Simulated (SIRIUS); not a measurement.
Set-up for a self-consistent single point of TiO2 (P4_2/mnm, 6 atoms in the cell; from Materials Project mp-2657, changed as shown).

```
TiO2
1.0
    4.59984     0.00000     0.00000
    0.00000     4.59984     0.00000
    0.00000     0.00000     2.92962
Ti O
2 4
Direct
  0.50000   0.50000   0.00000
  0.00000   0.00000   0.50000
  0.69568   0.69568   0.50000
  0.30432   0.30432   0.50000
  0.80432   0.19568   0.00000
  0.19568   0.80432   0.00000
```

Level of theory: PBE, GBRV PBE ultrasoft pseudopotentials (plane waves; SIRIUS).

SIRIUS settings:

* **parameters.ngridk**: 4 4 6
* **parameters.xc_functionals**: [XC_GGA_X_PBE, XC_GGA_C_PBE]
* **parameters.gk_cutoff**: 6.325 1/bohr
* **parameters.pw_cutoff**: 14.143 1/bohr
* **parameters.smearing**: gaussian
* **parameters.smearing_width**: 0.00183747 Ha
* **potentials**: GBRV PBE ultrasoft pseudopotentials
* **parameters.electronic_structure_method**: pseudopotential
* **parameters.num_bands**: 29
* **parameters.num_mag_dims**: 0
* **parameters.num_dft_iter**: 100
* **parameters.energy_tol**: 1e-07 Ha
* **parameters.density_tol**: 1e-06
* **mixer.type**: anderson
* **mixer.beta**: 0.5
* **mixer.use_hartree**: false

Estimate, at this level of theory: gap on the k-point mesh and pressure.

The run gave:

* **Gap on the k-point mesh**: 1.91 eV
* **Pressure**: 7.66 GPa

Gaps are taken between levels on the mesh.

For comparison: a first run was changed to give this one (lattice vector c scaled by 0.99), and from it to this one the free energy rises by 4.4 meV/atom, the pressure goes from 4.68 to 7.66 GPa, the largest force goes from 0.005 to 0.065 eV/Å and the gap on the mesh goes from 1.863 to 1.905 eV.

The structure comes from a collection of computed structures, made at another level of theory; the collection holds predicted forms beside known ones.

Cost on one core: around 30 core-seconds (rough).
